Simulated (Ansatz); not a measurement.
Ansatz input file:

```yaml
crystal:
  lattice:
    - [2.46601, 0.0, 0.0]
    - [0.0, 2.46601, 0.0]
    - [0.0, 0.0, 7.063459]
  atoms:
    - { symbol: Fe, position: [0.0, 0.0, 0.0], spin: 2.67 }
    - { symbol: Co, position: [0.5, 0.5, 0.745404], spin: 1.82 }
    - { symbol: Co, position: [0.0, 0.0, 0.5], spin: 1.88 }
    - { symbol: Co, position: [0.5, 0.5, 0.254596], spin: 1.82 }
basis:
  ecutwfc: 420
kpoints:
  mp_grid: { grid: [16, 16, 6] }
hamiltonian:
  xc: pbesol
scf:
  occupations: { method: gaussian, width: 0.1 }
output:
  forces: true
  stress: true
  eigenvalues: true
  populations: true
magnetization:
  spin_polarized: true
relax:
  adjacent_minimum: "off"
  f_tol: 0.01
  max_steps: 40
```

Launched with
```bash
ansatz run input.yaml --threads 1 --pin off --max-ram 2560MiB --backend cpu --events-out ev --progress --plain --runs-dir out
```

Theory: Ansatz, DFT PBEsol, scalar-relativistic, plane waves, PAW.

Part of what the program printed, abridged:

```
Warning: output.stress: scf.convergence.dr2_threshold = 1e-7 eV (the SCF's general default) is looser than the 4e-10 eV advised for a printed stress (1e-10 eV for each atom of the cell: 4). ...
Pseudopotentials: kind: paw
Pseudopotential: Fe, paw, valence charge 16, recommended cutoff 420 eV (normal)
Pseudopotential: Co, paw, valence charge 17, recommended cutoff 420 eV (normal)
Functional definition: PBEsol
Crystal: 4 atoms, lattice volume = 42.954 Å³
Basis set: ecut = 420 eV, 807 PW (Γ), exchange–correlation on 36×36×96 points (8 copies of the dense FFT grid, shifted against one another)
Bands: 46, of which v1, the nominal top of the filled ones, is band 34 counted from 1 (33 counted from 0)
Symmetry: 16 space group operations
Space group: P4/mmm (ITA 123), of the structure as read, at distance tolerance 3.5e-5 Å
Magnetic group: BNS 123.339 (UNI 999), of the structure as read, at distance tolerance 3.5e-5 Å
k-points: 180 of 1536
Initial density: superposition of atomic densities (chi_scale 0.1, normalization cell)
Starting moments: Σ|m| = 8.19 μB on 4 of 4 sites
Initial wavefunctions: pseudopotential atomic-orbital guess
Functional: x = pbesol(κ = 0.804, μ = 0.12345679), c = pbesol(β = 0.046)
SCF iter   1: F=—  HF=-19727.266230 eV  |F-HF|=—  |Δ(HF+E_count)|=         —  Δρ=1.03e-1 (↑5.89e-2 ↓1.03e-1) dr2=6.42e0  dr2_m=2.86e-1  M=7.516 μB ∫|m|=7.715 μB  β_m=0.30  ethr=3.10e-3  ⟨swp⟩=5.6  Hψ=53554  notcnv=0  defer=305
Mixer restart at iter 1: flushing history
spin=Collinear: Kerker preconditioning applied to the charge; magnetization (m = ρ↑ − ρ↓) channel mixes plain (no charge-response kernel on spin).
SCF iter   2: F=—  HF=-19725.102608 eV  |F-HF|=—  |Δ(HF+E_count)|=    2.16e0  Δρ=4.31e-2 (↑1.40e-2 ↓4.31e-2) dr2=5.40e-1  dr2_m=2.40e-1  M=7.581 μB ∫|m|=7.838 μB  β_m=0.36  ethr=3.10e-3  ⟨swp⟩=2.1  Hψ=27961  notcnv=0  defer=1637
SCF iter   3: F=—  HF=-19726.203762 eV  |F-HF|=—  |Δ(HF+E_count)|=    1.10e0  Δρ=1.94e-2 (↑1.94e-2 ↓1.36e-2) dr2=3.39e-2  dr2_m=8.70e-2  M=7.520 μB ∫|m|=7.853 μB  β_m=0.58  ethr=8.07e-4  ⟨swp⟩=2.0  Hψ=20659  notcnv=0  defer=1639
SCF iter   4: F=—  HF=-19727.433794 eV  |F-HF|=—  |Δ(HF+E_count)|=         —  Δρ=1.44e-2 (↑1.31e-2 ↓1.44e-2) dr2=1.75e-1  dr2_m=7.35e-3  M=7.353 μB ∫|m|=7.765 μB  β_m=0.58  ethr=5.06e-5  ⟨swp⟩=2.1  Hψ=31772  notcnv=0  defer=1637
Mixer restart at iter 4: flushing history
SCF iter   5: F=—  HF=-19727.647340 eV  |F-HF|=—  |Δ(HF+E_count)|=   2.14e-1  Δρ=5.52e-3 (↑5.52e-3 ↓3.52e-3) dr2=1.49e-2  dr2_m=2.91e-3  M=7.323 μB ∫|m|=7.756 μB  β_m=0.61  ethr=5.06e-5  ⟨swp⟩=2.0  Hψ=32623  notcnv=0  defer=1639
SCF iter   6: F=—  HF=-19727.681426 eV  |F-HF|=—  |Δ(HF+E_count)|=   3.41e-2  Δρ=6.85e-3 (↑4.48e-3 ↓6.85e-3) dr2=4.37e-2  dr2_m=1.14e-3  M=7.293 μB ∫|m|=7.739 μB  β_m=0.72  ethr=2.23e-5  ⟨swp⟩=2.1  Hψ=29253  notcnv=0  defer=1652
SCF iter   7: F=—  HF=-19727.688588 eV  |F-HF|=—  |Δ(HF+E_count)|=   7.16e-3  Δρ=2.19e-3 (↑1.73e-3 ↓2.19e-3) dr2=2.86e-3  dr2_m=7.91e-5  M=7.271 μB ∫|m|=7.733 μB  β_m=0.74  ethr=2.23e-5  ⟨swp⟩=2.0  Hψ=31572  notcnv=0  defer=1638
SCF iter   8: F=—  HF=-19727.691820 eV  |F-HF|=—  |Δ(HF+E_count)|=   3.23e-3  Δρ=1.95e-3 (↑1.83e-3 ↓1.95e-3) dr2=2.06e-3  dr2_m=2.97e-4  M=7.271 μB ∫|m|=7.731 μB  β_m=0.79  ethr=4.27e-6  ⟨swp⟩=2.0  Hψ=25789  notcnv=0  defer=1648
SCF iter   9: F=—  HF=-19727.691679 eV  |F-HF|=—  |Δ(HF+E_count)|=   1.41e-4  Δρ=7.26e-4 (↑7.26e-4 ↓5.65e-4) dr2=5.69e-4  dr2_m=6.09e-6  M=7.280 μB ∫|m|=7.737 μB  β_m=0.88  ethr=3.08e-6  ⟨swp⟩=2.0  Hψ=29124  notcnv=0  defer=1643
SCF iter  10: F=—  HF=-19727.691870 eV  |F-HF|=—  |Δ(HF+E_count)|=   1.91e-4  Δρ=2.25e-4 (↑1.96e-4 ↓2.25e-4) dr2=7.96e-5  dr2_m=7.05e-7  M=7.276 μB ∫|m|=7.735 μB  β_m=0.84  ethr=8.49e-7  ⟨swp⟩=2.0  Hψ=22595  notcnv=0  defer=1645
SCF iter  11: F=—  HF=-19727.691865 eV  |F-HF|=—  |Δ(HF+E_count)|=   5.30e-6  Δρ=1.27e-4 (↑1.23e-4 ↓1.27e-4) dr2=1.37e-5  dr2_m=1.05e-6  M=7.274 μB ∫|m|=7.734 μB  β_m=0.92  ethr=1.19e-7  ⟨swp⟩=1.1  Hψ=16792  notcnv=0  defer=1646
SCF iter  12: F=—  HF=-19727.691865 eV  |F-HF|=—  |Δ(HF+E_count)|=   2.01e-7  Δρ=1.45e-4 (↑9.36e-5 ↓1.45e-4) dr2=1.62e-5  dr2_m=7.33e-7  M=7.274 μB ∫|m|=7.734 μB  β_m=0.77  ethr=2.05e-8  ⟨swp⟩=2.0  Hψ=28608  notcnv=0  defer=1646
SCF iter  13: F=—  HF=-19727.691864 eV  |F-HF|=—  |Δ(HF+E_count)|=   6.79e-7  Δρ=4.66e-5 (↑1.81e-5 ↓4.66e-5) dr2=1.40e-6  dr2_m=1.30e-7  M=7.275 μB ∫|m|=7.734 μB  β_m=0.89  ethr=2.05e-8  ⟨swp⟩=2.3  Hψ=21293  notcnv=0  defer=1645
SCF iter  14: F=-19727.691863 eV  HF=-19727.691864 eV  |F-HF|=8.10e-7  |Δ(HF+E_count)|=   7.28e-8  Δρ=3.03e-5 (↑1.33e-5 ↓3.03e-5) dr2=8.24e-7  dr2_m=3.93e-8  M=7.274 μB ∫|m|=7.734 μB  ethr=2.09e-9  ⟨swp⟩=6.8  Hψ=64162  notcnv=0
SCF 1 converged in 14 iterations: F = -19727.691863 eV  dr2 = 8.24e-7
relax step   1: F+E_penalty+E_count = -19727.69186324 eV  Δ(F+E_penalty+E_count) = +0.000e0 eV  max|allowed force component| = 1.625e-1 eV/Å  Δτ_max = 0.0000 Å  (14 SCF iters, dr2 threshold 2.50e-6 eV, accepted)
Initial density: handed on by an earlier stage of this run
Starting moments: Σ|m| = 8.19 μB on 4 of 4 sites; this step starts from the density that it was given
Initial wavefunctions: those handed on with the density
SCF iter   1: F=—  HF=-19727.693392 eV  |F-HF|=—  |Δ(HF+E_count)|=         —  Δρ=9.81e-4 (↑9.58e-4 ↓9.81e-4) dr2=4.17e-4  dr2_m=2.74e-4  M=7.280 μB ∫|m|=7.741 μB  β_m=0.65  ethr=6.84e-7  ⟨swp⟩=2.0  Hψ=46276  notcnv=0  defer=1646
SCF iter   2: F=—  HF=-19727.693525 eV  |F-HF|=—  |Δ(HF+E_count)|=   1.34e-4  Δρ=6.14e-4 (↑6.14e-4 ↓4.82e-4) dr2=7.57e-4  dr2_m=3.29e-5  M=7.279 μB ∫|m|=7.739 μB  β_m=0.35  ethr=6.22e-7  ⟨swp⟩=2.0  Hψ=28674  notcnv=0  defer=1644
SCF iter   3: F=—  HF=-19727.693318 eV  |F-HF|=—  |Δ(HF+E_count)|=   2.08e-4  Δρ=4.71e-4 (↑2.55e-4 ↓4.71e-4) dr2=1.01e-4  dr2_m=4.64e-5  M=7.279 μB ∫|m|=7.740 μB  β_m=0.37  ethr=6.22e-7  ⟨swp⟩=2.0  Hψ=22148  notcnv=0  defer=1646
SCF iter   4: F=—  HF=-19727.693363 eV  |F-HF|=—  |Δ(HF+E_count)|=   4.58e-5  Δρ=2.84e-4 (↑2.84e-4 ↓2.17e-4) dr2=1.59e-5  dr2_m=2.16e-5  M=7.280 μB ∫|m|=7.740 μB  β_m=0.36  ethr=1.51e-7  ⟨swp⟩=2.1  Hψ=21442  notcnv=0  defer=1644
SCF iter   5: F=—  HF=-19727.693373 eV  |F-HF|=—  |Δ(HF+E_count)|=   9.70e-6  Δρ=1.24e-4 (↑1.10e-4 ↓1.24e-4) dr2=1.40e-6  dr2_m=5.01e-6  M=7.280 μB ∫|m|=7.740 μB  β_m=0.68  ethr=2.38e-8  ⟨swp⟩=1.0  Hψ=16560  notcnv=0  defer=1644
SCF iter   6: F=—  HF=-19727.693383 eV  |F-HF|=—  |Δ(HF+E_count)|=   1.04e-5  Δρ=7.67e-5 (↑7.67e-5 ↓6.69e-5) dr2=6.52e-6  dr2_m=8.05e-7  M=7.279 μB ∫|m|=7.740 μB  β_m=0.54  ethr=2.09e-9  ⟨swp⟩=2.0  Hψ=28689  notcnv=0  defer=1644
SCF iter   7: F=—  HF=-19727.693385 eV  |F-HF|=—  |Δ(HF+E_count)|=   1.28e-6  Δρ=6.06e-5 (↑9.20e-6 ↓6.06e-5) dr2=2.58e-6  dr2_m=3.89e-7  M=7.280 μB ∫|m|=7.740 μB  β_m=0.61  ethr=2.09e-9  ⟨swp⟩=2.0  Hψ=28648  notcnv=0  defer=1644
SCF iter   8: F=—  HF=-19727.693386 eV  |F-HF|=—  |Δ(HF+E_count)|=   1.71e-6  Δρ=1.26e-5 (↑9.70e-6 ↓1.26e-5) dr2=4.99e-8  dr2_m=4.07e-8  M=7.280 μB ∫|m|=7.740 μB  β_m=0.81  ethr=2.09e-9  ⟨swp⟩=2.0  Hψ=27543  notcnv=0  defer=1644
SCF iter   9: F=-19727.693387 eV  HF=-19727.693387 eV  |F-HF|=4.67e-8  |Δ(HF+E_count)|=   1.10e-7  Δρ=7.80e-6 (↑3.67e-6 ↓7.80e-6) dr2=5.08e-8  dr2_m=7.34e-9  M=7.280 μB ∫|m|=7.740 μB  ethr=7.44e-11  ⟨swp⟩=5.6  Hψ=56842  notcnv=0
SCF 2 converged in 9 iterations: F = -19727.693387 eV  dr2 = 5.08e-8
relax step   2: F+E_penalty+E_count = -19727.69338653 eV  Δ(F+E_penalty+E_count) = -1.523e-3 eV  max|allowed force component| = 1.058e-1 eV/Å  Δτ_max = 0.0057 Å  (9 SCF iters, dr2 threshold 1.65e-6 eV, accepted)
SCF iter   1: F=—  HF=-19727.694499 eV  |F-HF|=—  |Δ(HF+E_count)|=         —  Δρ=1.83e-3 (↑1.74e-3 ↓1.83e-3) dr2=1.54e-3  dr2_m=9.71e-4  M=7.289 μB ∫|m|=7.752 μB  β_m=0.65  ethr=2.17e-5  ⟨swp⟩=2.8  Hψ=32388  notcnv=0  defer=1656
SCF iter   2: F=—  HF=-19727.695220 eV  |F-HF|=—  |Δ(HF+E_count)|=   7.21e-4  Δρ=9.46e-4 (↑9.46e-4 ↓8.68e-4) dr2=4.15e-3  dr2_m=1.16e-4  M=7.288 μB ∫|m|=7.751 μB  β_m=0.34  ethr=2.30e-6  ⟨swp⟩=2.1  Hψ=26789  notcnv=0  defer=1655
SCF iter   3: F=—  HF=-19727.694272 eV  |F-HF|=—  |Δ(HF+E_count)|=   9.49e-4  Δρ=8.91e-4 (↑5.12e-4 ↓8.91e-4) dr2=3.22e-4  dr2_m=1.75e-4  M=7.288 μB ∫|m|=7.750 μB  β_m=0.34  ethr=2.30e-6  ⟨swp⟩=2.0  Hψ=22104  notcnv=0  defer=1655
SCF iter   4: F=—  HF=-19727.694394 eV  |F-HF|=—  |Δ(HF+E_count)|=   1.22e-4  Δρ=4.38e-4 (↑4.28e-4 ↓4.38e-4) dr2=4.69e-6  dr2_m=7.00e-5  M=7.289 μB ∫|m|=7.751 μB  β_m=0.39  ethr=4.80e-7  ⟨swp⟩=2.1  Hψ=20422  notcnv=0  defer=1655
SCF iter   5: F=—  HF=-19727.694454 eV  |F-HF|=—  |Δ(HF+E_count)|=   6.09e-5  Δρ=2.39e-4 (↑1.38e-4 ↓2.39e-4) dr2=1.39e-5  dr2_m=1.30e-5  M=7.289 μB ∫|m|=7.751 μB  β_m=0.69  ethr=7.01e-9  ⟨swp⟩=2.0  Hψ=28626  notcnv=0  defer=1655
SCF iter   6: F=—  HF=-19727.694500 eV  |F-HF|=—  |Δ(HF+E_count)|=   4.51e-5  Δρ=1.49e-4 (↑1.49e-4 ↓1.09e-4) dr2=1.12e-5  dr2_m=1.88e-6  M=7.289 μB ∫|m|=7.751 μB  β_m=0.56  ethr=7.01e-9  ⟨swp⟩=2.1  Hψ=28938  notcnv=0  defer=1655
SCF iter   7: F=—  HF=-19727.694498 eV  |F-HF|=—  |Δ(HF+E_count)|=   1.51e-6  Δρ=5.81e-5 (↑5.81e-5 ↓3.43e-5) dr2=4.92e-7  dr2_m=6.87e-7  M=7.289 μB ∫|m|=7.751 μB  β_m=0.65  ethr=7.01e-9  ⟨swp⟩=2.0  Hψ=28385  notcnv=0  defer=1655
SCF iter   8: F=—  HF=-19727.694498 eV  |F-HF|=—  |Δ(HF+E_count)|=   7.62e-9  Δρ=2.00e-5 (↑2.00e-5 ↓1.11e-5) dr2=2.27e-7  dr2_m=3.38e-8  M=7.289 μB ∫|m|=7.751 μB  β_m=0.65  ethr=7.34e-10  ⟨swp⟩=2.0  Hψ=23253  notcnv=0  defer=1655
SCF iter   9: F=—  HF=-19727.694498 eV  |F-HF|=—  |Δ(HF+E_count)|=   2.14e-8  Δρ=1.67e-5 (↑1.67e-5 ↓1.07e-5) dr2=1.64e-7  dr2_m=1.53e-8  M=7.289 μB ∫|m|=7.751 μB  β_m=0.51  ethr=3.38e-10  ⟨swp⟩=2.0  Hψ=27581  notcnv=0  defer=1655
SCF iter  10: F=-19727.694498 eV  HF=-19727.694498 eV  |F-HF|=4.22e-7  |Δ(HF+E_count)|=   1.44e-8  Δρ=2.10e-5 (↑6.77e-6 ↓2.10e-5) dr2=4.47e-7  dr2_m=2.62e-8  M=7.289 μB ∫|m|=7.751 μB  ethr=2.45e-10  ⟨swp⟩=6.5  Hψ=60030  notcnv=0
SCF 3 converged in 10 iterations: F = -19727.694498 eV  dr2 = 4.47e-7
relax step   3: F+E_penalty+E_count = -19727.69449763 eV  Δ(F+E_penalty+E_count) = -1.111e-3 eV  max|allowed force component| = 1.582e-3 eV/Å  Δτ_max = 0.0106 Å  (10 SCF iters, dr2 threshold 7.00e-7 eV, accepted)
SCF iter   1: F=—  HF=-19727.694498 eV  |F-HF|=—  |Δ(HF+E_count)|=         —  Δρ=2.72e-6 (↑1.77e-6 ↓2.72e-6) dr2=1.86e-9  dr2_m=1.59e-9  M=7.289 μB ∫|m|=7.751 μB  β_m=0.65  ethr=2.78e-12  ⟨swp⟩=1.1  Hψ=41796  notcnv=0
SCF iter   2: F=-19727.694498 eV  HF=-19727.694498 eV  |F-HF|=4.27e-9  |Δ(HF+E_count)|=   4.44e-9  Δρ=3.93e-6 (↑1.34e-6 ↓3.93e-6) dr2=5.41e-9  dr2_m=2.42e-9  M=7.289 μB ∫|m|=7.751 μB  ethr=2.78e-12  ⟨swp⟩=1.3  Hψ=45844  notcnv=0
SCF 4 converged in 2 iterations: F = -19727.694498 eV  dr2 = 5.41e-9
relax step   4: F+E_penalty+E_count = -19727.69449804 eV  Δ(F+E_penalty+E_count) = -4.019e-7 eV  max|allowed force component| = 1.332e-3 eV/Å  Δτ_max = 0.0000 Å  (2 SCF iters, accepted)
SCF converged after 2 iterations
Magnetization: 7.2888 μB (37.1444 up, 29.8556 down)
Absolute magnetization: 7.7530 μB (∫|ρ↑−ρ↓|, with the PAW one-centre terms)
Spin contamination: 0.1030 ħ² per cell (⟨S²⟩ above its minimum at these occupations)
Per-site moments (μB) at R_I (Å): [(2.45062606, 1.01722912), (1.66030536, 1.00949325), (1.71262044, 1.00949325), (1.66030536, 1.00949325)]
Free energy (F): -19727.694498 eV
Harris-Foulkes:  -19727.694498 eV  (|F-HF|=4.27e-9)
Internal energy: -19727.673490 eV  (E = F + TS)
E sigma→0 (E₀):  -19727.683994 eV
Entropy (-TS):   -0.021008 eV (-5.252 meV/atom)
Fermi energy:    19.051679 eV
--- Per-component energies (eV) ---
  E_band       = -916.760857
  E_kinetic    = 1714.254862
  E_local      = -10503.846572  (includes V_loc(G=0)·N_el)
  E_nonlocal   = 1587.197180
  E_hartree    = 4405.188511
  E_xc         = -591.228287
  E_vxc        = -766.110766  (∫ρ·V_xc dr)
  E_paw        = -5782.900543  (= ΣΔE_a)
  E_vpaw       = -1758.635171  (= ΣTr[D̂ρ^β])
  E_aug_tail   = 0.001053  (compensation charges beyond the density's cutoff)
  E_ewald      = -10557.084154
  E_core_change = 0.744459  (= ΣΔE_core)
  E_smearing   = -0.021008  (= −TS)
--- Forces (eV/Å), atoms counted from 1 ---
  atom   1  Fe     0.00000000     0.00000000     0.00000000
  atom   2  Co     0.00000000     0.00000000     0.00133176
  atom   3  Co     0.00000000     0.00000000     0.00000000
  atom   4  Co     0.00000000     0.00000000    -0.00133176
--- Stress (GPa, compression-positive) ---
       -2.360465       0.000000       0.000000
        0.000000      -2.360465       0.000000
        0.000000       0.000000      -2.645830
  P = ⅓ Tr σ = -2.4556 GPa (-24.556 kbar)
--- Band table (eV; the first three rows and the last of 360) ---
  k-point 0 ↑: bands = ["-76.8229", "-76.6789", "-76.6720", "-68.8928", "-40.3012", "-40.1149", "-40.1149", "-40.0538", "-39.9897", "-39.9840", "-39.9840", "-39.9644", "-39.9644", "-35.1022", "-34.8976", "-34.8976", "9.8557", "12.6740", "12.6955", "13.6355", "14.3212", "15.2973", "15.3135", "16.3594", "16.4045", "16.4045", "16.8043", "16.8222", "17.3990", "17.3990", "17.4785", "17.4809", "17.4809", "17.5040", "17.9087", "18.0398", "18.4238", "18.7797", "18.7797", "21.3281", "28.6416", "34.0901", "34.0901", "38.4923", "38.5368", "38.5368"]
  k-point 1 ↑: bands = ["-76.8229", "-76.6789", "-76.6720", "-68.8928", "-40.3011", "-40.1149", "-40.1149", "-40.0542", "-39.9893", "-39.9841", "-39.9841", "-39.9643", "-39.9643", "-35.1022", "-34.8976", "-34.8976", "9.9465", "11.9707", "13.2755", "13.6562", "14.3493", "15.0547", "15.5659", "16.3213", "16.4309", "16.4309", "16.8456", "17.0490", "17.1618", "17.1618", "17.4425", "17.5117", "17.7427", "17.7427", "17.8640", "18.0868", "18.4136", "18.7262", "18.7262", "20.8829", "29.2204", "34.2344", "34.2344", "36.6269", "37.3655", "37.3655"]
  k-point 2 ↑: bands = ["-76.8230", "-76.6790", "-76.6719", "-68.8928", "-40.3010", "-40.1148", "-40.1148", "-40.0550", "-39.9887", "-39.9842", "-39.9842", "-39.9641", "-39.9641", "-35.1022", "-34.8976", "-34.8976", "10.2122", "11.2832", "13.5919", "13.7168", "14.4269", "14.8374", "15.8162", "16.2106", "16.5035", "16.5035", "16.9356", "16.9356", "16.9988", "17.3362", "17.5298", "17.6837", "17.8021", "18.0421", "18.0421", "18.1557", "18.3885", "18.5757", "18.5757", "19.8627", "30.6476", "34.5637", "34.6539", "34.6539", "36.2824", "36.2824"]
  k-point 179 ↓: bands = ["-74.6985", "-74.6226", "-74.6225", "-65.9757", "-38.3126", "-38.3126", "-38.1875", "-38.1875", "-38.1607", "-38.1281", "-38.1281", "-38.0665", "-38.0654", "-32.4016", "-32.4016", "-32.2094", "15.1588", "15.2562", "15.4475", "15.7128", "15.8335", "15.8335", "16.2021", "16.2021", "18.7040", "18.7040", "18.8801", "18.8801", "19.8644", "19.8878", "20.0326", "20.4695", "20.5206", "20.5211", "20.7613", "21.6837", "24.2567", "24.2567", "24.4427", "24.4427", "29.8941", "29.9306", "30.2814", "30.4141", "31.4676", "31.4676"]
--- Relaxed structure (4 steps of the walk, 4 accepted, 0 SCFs on fresh bases) ---
  F+E_penalty+E_count = -19727.69449804 eV   max|allowed force component| = 1.332e-3 eV/Å
  atoms:
    - { symbol: Fe, position: [0.0, 0.0, 0.0] }
    - { symbol: Co, position: [0.5, 0.5, 0.74309737] }
    - { symbol: Co, position: [0.0, 0.0, 0.5] }
    - { symbol: Co, position: [0.5, 0.5, 0.25690262] }
--- Löwdin populations: 4 sites ---
  site symbol q [e]    m [muB]
     0     Fe     15.7885     2.5114
     1     Co     16.7678     1.6548
     2     Co     16.7747     1.7015
     3     Co     16.7678     1.6548
  spilling = 0.013450 (of n_electrons = 67.000000)
```

The relaxation met its thresholds.

The run took 100 s on 1 thread of Intel(R) Xeon(R) 6975P-C (Granite Rapids) (shared host), peak memory 0.83 GiB.

Only parallel moments were tried here.